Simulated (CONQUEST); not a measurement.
A self-consistent single point of a model cell of SiAu (Cmcm, 8 atoms in the cell; prototype structure) with CONQUEST.

All values come from this method and carry its errors: PBE, numerical atomic orbitals double-zeta with polarisation (the shipped basis), PseudoDojo norm-conserving potentials made for PBE (CONQUEST 1.3).

The change in words: lattice vector c scaled by 1.01. Reference geometry (Cmcm):
```
CELL_PARAMETERS angstrom
      4.09703     0.00000     0.00000
      0.00000    10.82654     0.00000
      0.00000     0.00000     4.03705
ATOMIC_POSITIONS crystal
  Si 0.00000 0.43600 0.75000
  Si 0.50000 0.06400 0.25000
  Si 0.50000 0.93600 0.75000
  Si 0.00000 0.56400 0.25000
  Au 0.00000 0.14525 0.75000
  Au 0.50000 0.35475 0.25000
  Au 0.50000 0.64525 0.75000
  Au 0.00000 0.85475 0.25000
```

Reference input (self-consistent single point, DFT, PBE, numerical atomic orbitals double-zeta with polarisation (the shipped basis), PseudoDojo norm-conserving potentials made for PBE): basis = DZP; Diag.MPMeshX, Y, Z = 6 2 6; potentials = PseudoDojo norm-conserving PBE; Grid.GridCutoff = 140 Ha; DM.SolutionMethod = diagon; Diag.kT = 0.003675 Ha; Diag.GammaCentred = true; minE.SCTolerance = 1.0e-06; SC.MaxIters = 100; SC.LinearMixingFactor = 0.5; SC.KerkerPreCondition = true; SC.KerkerFactor = 0.3 1/bohr. This run's input differs from it in these lines:

```diff
@@ -35,12 +35,12 @@
      0.000000000     10.826536000      0.000000000
-     0.000000000      0.000000000      4.037046000
+     0.000000000      0.000000000      4.077416000
 8
-    0.000000000     4.720369696     3.027784500  1 T T T
-    2.048513000     0.692898304     1.009261500  1 T T T
-    2.048513000    10.133637696     3.027784500  1 T T T
-    0.000000000     6.106166304     1.009261500  1 T T T
-    0.000000000     1.572554354     3.027784500  2 T T T
-    2.048513000     3.840713646     1.009261500  2 T T T
-    2.048513000     6.985822354     3.027784500  2 T T T
-    0.000000000     9.253981646     1.009261500  2 T T T
+    0.000000000     4.720369696     3.058062000  1 T T T
+    2.048513000     0.692898304     1.019354000  1 T T T
+    2.048513000    10.133637696     3.058062000  1 T T T
+    0.000000000     6.106166304     1.019354000  1 T T T
+    0.000000000     1.572554354     3.058062000  2 T T T
+    2.048513000     3.840713646     1.019354000  2 T T T
+    2.048513000     6.985822354     3.058062000  2 T T T
+    0.000000000     9.253981646     1.019354000  2 T T T
```

Output, abridged:

```
    new_SC_potl: Starting.  Tolerance:  0.10000E-05

    PulayMixSC: Starting Pulay mixing, A_up =  0.500 A_dn =  0.500
    PulayMixSC: Spin non-polarised calculation.
    PulayMixSC: with Kerker preconditioning, q0 =  0.300
          Harris-Foulkes Energy            :    -16587.091473187709198 eV
          GroundState Energy (E-(1/2)TS)   :    -16587.147354503220413 eV
          Free Energy (E-TS)               :    -16587.203235818735266 eV
          DFT Total Energy                 :    -16581.287757737645734 eV
          Total number of electrons        :        92.000000000001634
   [... lines left out ...]
          Total number of electrons        :        92.000132031861270
    PulayMixSC: Pulay iteration    10 residual:              0.25959E-05
          Harris-Foulkes Energy            :    -16585.347576945685432 eV
          GroundState Energy (E-(1/2)TS)   :    -16585.394190038041415 eV
          Free Energy (E-TS)               :    -16585.440803130404674 eV
          DFT Total Energy                 :    -16585.347576215110166 eV
          Total number of electrons        :        92.000133522147365
    PulayMixSC: Pulay iteration    11 residual:              0.66241E-06
    PulayMixSC: Reached SCF tolerance of  0.66241E-06 after     11 iterations
      | Number of electrons      =        92.000134
      |* band energy as 2Tr[K.H] =     -2856.579291621638731 eV
      |  screened ion-ion energy =    -13040.453764767449684 eV
      |  Ha correction           =       109.356084992222833 eV
      |  XC correction           =      -797.670432487603648 eV
      | GS Energy as E-(1/2)TS   =    -16585.394190038041415 eV
      | Free Energy as E-TS      =    -16585.440803130404674 eV
      |* Harris-Foulkes energy   =    -16585.347576945685432 eV
      |* DFT total energy        =    -16585.347576215110166 eV
      |  estimated accuracy      =        -0.000000730575915 eV

    force: Forces on atoms (eV/A )
    force:  Atom   X              Y              Z
   [... lines left out ...]
    force:     8  -0.0000000000  -0.1343099309  -0.0000000000

    force: Maximum force :        0.62914446(eV/A ) on atom         1 in y direction
    force: Force Residual:        0.45489664 eV/A
    force: Total stress:          9.31763185    11.21323054     9.82036898 GPa
    force: Average pressure:    -10.11707712 GPa

    force: Finished force
    get_E_and_F: Change in energy during last step of electronic optimisation:  0.13293E-06
```

The run converged in 11 iterations. CONQUEST prints the stress tensor with tension positive. Against the reference run the free energy goes up by 13.7 meV/atom, the pressure goes from -9.97 to -10.12 GPa and the largest force goes from 0.706 to 0.629 eV/Å.

The cell was set up from a structure prototype or typed lattice constants and was not relaxed beforehand at this level. The program uses no crystal symmetry, so grid and mesh can part values that symmetry would make equal. The atom-centred basis is finite, which shifts total energies, pressures and forces against plane waves. No clean gap shows at this smearing width and mesh (spacing up to 0.29 Å⁻¹); the mesh is coarse for partly filled bands, so the values carry mesh errors.

Cost on one core: around 3 core-minutes (rough).
